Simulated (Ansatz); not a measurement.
BN (h-BN type, space group P6_3/mmc)

```yaml
crystal:
  lattice:
    - [2.50580, 0.00000, 0.00000]
    - [-1.25290, 2.17009, 0.00000]
    - [0.00000, 0.00000, 6.61620]
  atoms:
    - { symbol: B, position: [0.33333, 0.66667, 0.25000] }
    - { symbol: B, position: [0.66667, 0.33333, 0.75000] }
    - { symbol: N, position: [0.33333, 0.66667, 0.75000] }
    - { symbol: N, position: [0.66667, 0.33333, 0.25000] }
```

Grid over V/V₀ and (c/a)/(c/a)₀, subscript 0 meaning the relaxed cell; the conventional c axis lies along z; no internal relaxation.

Method: PBE-D3(BJ) (plane waves to 420 eV, PAW, scalar-relativistic; Ansatz, a program for electronic structure). k mesh 15×15×5 (Γ-centred), Fermi-Dirac smearing 0.05 eV. E stands for the smeared free energy. BN was relaxed with its symmetry unable to fall. The PAW data are Ansatz's earlier set.

Changes of ΔE (meV/atom) from the point V/V₀ = 1.000, (c/a)/(c/a)₀ = 1.000 when one coordinate moves alone (two changes are said to add if the coupling is within 5 % of the smaller one, nearly so within 20 %):

| point | change |
|---|---|
| V/V₀ = 1.000, (c/a)/(c/a)₀ = 0.880 | 110.13 |
| V/V₀ = 1.000, (c/a)/(c/a)₀ = 0.940 | 26.62 |
| V/V₀ = 0.920, (c/a)/(c/a)₀ = 1.000 | 49.53 |
| V/V₀ = 0.960, (c/a)/(c/a)₀ = 1.000 | 11.58 |
| V/V₀ = 1.040, (c/a)/(c/a)₀ = 1.000 | 10.26 |
| V/V₀ = 1.080, (c/a)/(c/a)₀ = 1.000 | 38.66 |
| V/V₀ = 1.000, (c/a)/(c/a)₀ = 1.060 | 24.93 |
| V/V₀ = 1.000, (c/a)/(c/a)₀ = 1.120 | 96.78 |

Q: What is the change at V/V₀ = 0.920, (c/a)/(c/a)₀ = 1.060, where both move, and how far is it from the sum?

A: The sum of the single changes is 49.53 + (24.93) = 74.46; the calculation gives 147.05, so the coupling contributes 72.59 (over 20 % of the smaller single change, not additive).

Q: What is the change at V/V₀ = 1.040, (c/a)/(c/a)₀ = 1.060, where both move, and how far is it from the sum?

A: The sum of the single changes is 10.26 + (24.93) = 35.19; the calculation gives 4.43, so the coupling contributes -30.76 (over 20 % of the smaller single change, not additive).

Q: Do the two effects add at V/V₀ = 1.080, (c/a)/(c/a)₀ = 0.880? Give the computed change.

A: The sum of the single changes is 38.66 + (110.13) = 148.79; the calculation gives 255.58, so the coupling contributes 106.79 (over 20 % of the smaller single change, not additive).

(A scan under strain: stresses follow from slopes of the energy per volume, elastic moduli from its curvatures.)
